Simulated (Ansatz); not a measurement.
Ge$_{2}$Sb$_{2}$Te$_{5}$:
```
Ge2Sb2Te5
1.0
    4.23068     0.00000     0.00000
   -2.11534     3.66387     0.00000
    0.00000     0.00000    17.78396
Te Sb Ge
5 2 2
Direct
  0.00000   0.00000   0.99558
  0.66667   0.33333   0.20441
  0.33333   0.66667   0.41560
  0.66667   0.33333   0.58599
  0.33333   0.66667   0.79125
  0.33333   0.66667   0.09379
  0.00000   0.00000   0.31967
  0.00000   0.00000   0.66418
  0.66667   0.33333   0.87071
```

Relaxed with r²SCAN+D4.

Q: Which orbitals make up the states near the band edges in the program Ansatz at the r²SCAN+D4 level (PAW)?

A: Top 1 eV of the valence band: Te 5p 64 %, Ge 4p 11 %, Ge 4s 10 %, Sb 5p 7 %, Sb 5s 5 %. Bottom 1 eV of the conduction band: Sb 5p 42 %, Te 5p 34 %, Ge 4p 11 %. Projections are on Löwdin-orthogonalised atomic valence shells; empty p or d shells of many metals are not among them.

Q: Tabulate the density of states.

A: States/eV per cell of 9 atoms, in 0.25 eV bins, energy from the valence-band maximum.

```csv
E (eV),total,Te 5p,Sb 5p,Ge 4p
-7.85,1.80,0.36,0.01,0.04
-7.60,1.45,0.29,0.01,0.04
-7.35,0.94,0.18,0.00,0.03
-7.10,0.49,0.10,0.00,0.01
-6.85,0.42,0.08,0.00,0.01
-6.60,0.39,0.07,0.00,0.01
-6.35,0.34,0.06,0.00,0.01
-6.10,1.59,0.75,0.53,0.05
-5.85,2.02,1.08,0.80,0.08
-5.60,1.59,0.85,0.62,0.07
-5.35,1.67,0.90,0.64,0.08
-5.10,5.09,2.81,1.47,0.60
-4.85,3.72,2.10,0.98,0.50
-4.60,5.37,3.07,1.35,0.72
-4.35,6.69,3.86,1.55,0.94
-4.10,6.66,3.88,1.61,0.84
-3.85,6.30,3.79,1.40,0.84
-3.60,6.97,4.22,1.47,0.93
-3.35,7.50,4.59,1.36,1.10
-3.10,6.90,4.25,1.15,1.10
-2.85,7.10,4.46,0.98,1.21
-2.60,6.11,3.94,0.76,1.03
-2.35,6.52,4.47,0.67,0.97
-2.10,6.84,5.00,0.43,0.94
-1.85,5.76,4.31,0.34,0.65
-1.60,6.01,4.36,0.28,0.70
-1.35,4.54,3.31,0.18,0.38
-1.10,5.52,3.85,0.18,0.53
-0.85,5.90,3.93,0.30,0.55
-0.60,2.15,1.29,0.15,0.29
-0.35,1.13,0.66,0.09,0.15
-0.10,0.62,0.34,0.10,0.04
0.15,0.00,0.00,0.00,0.00
0.40,1.48,0.45,0.69,0.17
0.65,5.62,1.78,2.44,0.65
0.90,9.04,3.16,3.91,0.91
1.15,7.66,2.85,3.00,0.90
1.40,2.08,0.65,0.65,0.54
1.65,4.13,1.14,0.82,1.54
1.90,3.69,1.14,0.79,1.36
2.15,7.84,2.51,1.62,2.69
2.40,7.70,2.48,1.58,2.43
2.65,6.52,2.11,1.43,1.89
2.90,7.20,2.32,1.51,2.00
3.15,6.15,2.01,1.20,1.74
3.40,6.88,2.04,1.20,1.66
3.65,4.85,1.44,0.76,1.21
3.90,4.94,1.49,0.74,1.29
4.15,5.54,1.51,0.60,1.48
4.40,4.91,1.26,0.50,1.17
4.65,2.65,0.49,0.14,0.51
4.90,6.46,0.89,0.27,0.88
```

Space group P3m1. The start of the workflow was typed in or built on a structure type; neither database checked (COD, Materials Project) lists it. It is not the phase usual at ambient conditions (space group No. 164). The cell was relaxed with r²SCAN+D4 under the symmetry of its start; its stability against distortions is not shown here. Scalar-relativistic: spin–orbit coupling is off unless named, which matters more the heavier the elements.

Potentials: the later of the program's two PAW sets.
